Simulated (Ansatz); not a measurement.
Starting cell, La (dhcp type, space group P6_3/mmc):

```xyz
8
Lattice="7.5407 0.0000 0.0000 -1.8852 3.2652 0.0000 0.0000 0.0000 12.0810" Properties=species:S:1:pos:R:3 pbc="T T T"
La     0.0000     0.0000     0.0000
La     3.7703     0.0000     0.0000
La     0.0000     0.0000     6.0405
La     3.7703     0.0000     6.0405
La     0.0000     2.1768     3.0202
La     3.7703     2.1768     3.0202
La     1.8852     1.0884     9.0607
La     5.6555     1.0884     9.0607
```

A phonon eigenvector at M = (0.5, 0.0, 0.0) is frozen into this cell: atom i moves by Q times the vector below, so Q is the largest atomic displacement, in Å. The cell is held. (q is in reciprocal vectors of the primitive cell; the cell shown is doubled to hold the pattern.)

```
atom       x       y       z
----  ------  ------  ------
La1   -0.114  -0.066  -0.991
La2    0.114   0.066   0.991
La3   -0.114  -0.066   0.991
La4    0.114   0.066  -0.991
La5   -0.440  -0.254   0.000
La6    0.440   0.254   0.000
La7    0.440   0.254   0.000
La8   -0.440  -0.254   0.000
```

The numbers are results of PBE (plane waves to 420 eV, PAW, scalar-relativistic; Ansatz, a first-principles code), not measurements. k mesh 7×14×4 (Γ-centred), Fermi-Dirac smearing 0.05 eV. E stands for the smeared free energy. With partly filled bands, energies and forces of such displacements shift with the k mesh and the smearing. La is run without spin polarisation. La was relaxed with its symmetry unable to fall. The zero of ΔE is the undisplaced structure.

The scan covers Q from -0.280 to 0.280 Å in 13 points.

Q: Which space group does the distorted structure have?

A: Pmmn (No. 59), lowered from P6_3/mmc.

Q: Is this a single well or a double well?

A: A single well with its minimum at or next to zero displacement.

Q: What is the energy change at Q = 0.280 Å?

A: 181 meV/cell.

Q: What harmonic wavenumber does the curvature at Q = 0 give?

A: 36 cm⁻¹.

(A displaced cell: forces are minus the slopes of the energy, force constants its curvatures, and phonons follow from these.)
